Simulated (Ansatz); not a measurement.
Ca2AsI:
```
Ca2AsI
1.0
    2.19149     1.26525     7.45585
   -2.19149     1.26525     7.45585
    0.00000    -2.53051     7.45585
Ca As I
2 1 1
Direct
  0.23115   0.23115   0.23115
  0.76885   0.76885   0.76885
  0.50000   0.50000   0.50000
  0.00000   0.00000   0.00000
```

r²SCAN in the plane-wave PAW code Ansatz gives a gap of 1.88 eV without spin–orbit coupling, maximum at Γ, minimum at F.

Problem. What happens when spin–orbit coupling is switched on?

Solution. The gap falls by 0.09 eV, to 1.79 eV; maximum at Γ, minimum at F.

Problem. Give the electron effective mass with spin–orbit coupling.

Solution. 0.32, 0.34, 1.5 mₑ (principal values).

Problem. Give the hole effective mass with spin–orbit coupling.

Solution. 0.46, 0.46, 1.6 mₑ (principal values).

Space group R-3m. The workflow started from a Materials Project entry (that database holds measured and hypothetical structures alike); the Crystallography Open Database files this formula in space group No. 166, but the cells were not matched. Its standing as an ambient phase is unchecked. The cell was relaxed with r²SCAN under the symmetry of its start; its stability against distortions is not shown here.

Potentials: the later of the program's two PAW sets.
